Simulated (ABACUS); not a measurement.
Consider a self-consistent single point of Bi2Se3 (R-3m, 5 atoms in the cell; from Materials Project mp-541837, changed as shown).

```
Bi2Se3
1.0
    2.08867     1.20590     9.94286
   -2.08867     1.20590     9.94286
    0.00000    -2.41179     9.94286
Bi Se
2 3
Direct
  0.39844   0.39844   0.39844
  0.60156   0.60156   0.60156
  0.00000   0.00000   0.00000
  0.21572   0.21572   0.21572
  0.78428   0.78428   0.78428
```

Level of theory: PBE, numerical atomic orbitals TZP (confined pseudo-atomic orbitals with Gaussian additions; energy shift 0.01 Ry), PseudoDojo 0.5 standard norm-conserving PBE (tails mended) pseudopotentials run with ABACUS 3.10.1.

ABACUS settings:

```
key                                                                   value
---------------  ----------------------------------------------------------
basis                   TZP numerical atomic orbitals, energy shift 0.01 Ry
KPT                                                       Gamma 4 4 4 0 0 0
basis_type                                                             lcao
ecutwfc                                                              100 Ry
smearing_method                                                    gaussian
smearing_sigma                                               0.000734986 Ry
potentials       PseudoDojo 0.5 standard norm-conserving PBE (tails mended)
symmetry                                                                  1
ks_solver                                                           genelpa
scf_nmax                                                                100
scf_thr                                                             1.0e-07
mixing_type                                                         broyden
mixing_beta                                                             0.4
```

Results:

```
Quantity                                                   Value
------------------------------------------------  --------------
Number of valence electrons                                   78
Number of bands                                               49
Number of k-points after the program's reduction              13
Size of the basis                                            170
Number of SCF iterations                                      13
Free energy E − TS                                -14349.5725 eV
Top of the valence band (on the code's own zero)         8.50 eV
Gap on the k-point mesh                                  0.46 eV
Pressure                                               -0.92 GPa
```

Stress (GPa, positive for compression):
```
-0.91   0.00   0.00
 0.00  -0.91   0.00
 0.00   0.00  -0.94
```

Gaps are taken between levels on the mesh.

For comparison: a first run was changed to give this one (volume scaled by 0.99), and from it to this one the free energy drops by 2.3 meV/atom, the pressure goes from -1.50 to -0.92 GPa and the gap on the mesh moves little (0.463 to 0.462 eV).

Spin-orbit coupling is left out, which matters for bands and gaps with elements this heavy. The atom-centred basis is finite, which shifts total energies, pressures and gaps against plane waves. The structure comes from a collection of computed structures, made at another level of theory; the collection holds predicted forms beside known ones.

Cost on one core: around 3 core-minutes (rough).

The atomic orbitals were generated for these runs; they are not ABACUS's published sets and were checked against plane waves on a few crystals only.

“Tails mended”: in these copies of the files the far tail of each local potential was reset to the Coulomb form.
